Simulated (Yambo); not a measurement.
Material: a free-standing BN bilayer (symmetry P-3m1, slab cell 16.9 Å high); a = b = 2.5067 Å, c = 16.9000 Å, α = β = 90.00°, γ = 120.00° (4 atoms in the cell). Two neighbouring layers were cut from Materials Project entry mp-984 and relaxed with PBE+D3(BJ) in a cell 16.9 Å high, with the Coulomb interaction truncated along z.

With PBE (pw.x of Quantum ESPRESSO, ONCV potentials, scalar-relativistic), the gap between the mesh's edge points (K → M) is 4.538 eV.

Question: Estimate the G0W0 gap between the same points from Yambo (12×12×1 Γ-centred k mesh, 60 bands and a 6 Ry block in the screening, 60 bands in G with the Bruneval-Gonze terminator, plasmon pole fitted at 27.2 eV, slab-truncated Coulomb interaction, stochastic integration of W near q = 0).

Answer: The correction is 2.071 eV, giving 6.608 eV, 1.5 times the PBE value. Among the k points computed, the smallest G0W0 gap is 6.46 eV, K → Γ. Convergence of the G0W0 settings was not tested.
